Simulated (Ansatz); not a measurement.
SnS₂ (CdI2 type)

```yaml
crystal:
  lattice:
    - [3.66945, 0.00000, 0.00000]
    - [-1.83473, 3.17784, 0.00000]
    - [0.00000, 0.00000, 5.80763]
  atoms:
    - { symbol: Sn, position: [0.00000, 0.00000, 0.00000] }
    - { symbol: S, position: [0.33333, 0.66667, 0.25455] }
    - { symbol: S, position: [0.66667, 0.33333, 0.74545] }
```

Equation-of-state scan: isotropic scaling of the cell above, V₀ being its volume. The atoms relax within the cell's symmetry.

These are PBE-D3(BJ) (plane waves to 420 eV, PAW, scalar-relativistic; Ansatz, a quantum-chemistry and plane-wave program) values and carry that method's errors. k mesh 10×10×6 (Γ-centred), Fermi-Dirac smearing 0.05 eV. Compression counts positive. SnS2 was relaxed with its symmetry unable to fall. The PAW data are Ansatz's earlier set.

At one point of the scan the stress tensor (GPa) is:

```
   0.90     0.00     0.00
   0.00     0.90     0.00
   0.00     0.00     0.31
```

**Question.** Which point is it?
(A) V/V₀ = 0.970
(B) V/V₀ = 0.940
(C) V/V₀ = 0.985
(D) V/V₀ = 0.955

**Answer.** C, V/V₀ = 0.985

(A scan under strain: stresses follow from slopes of the energy per volume, elastic moduli from its curvatures.)
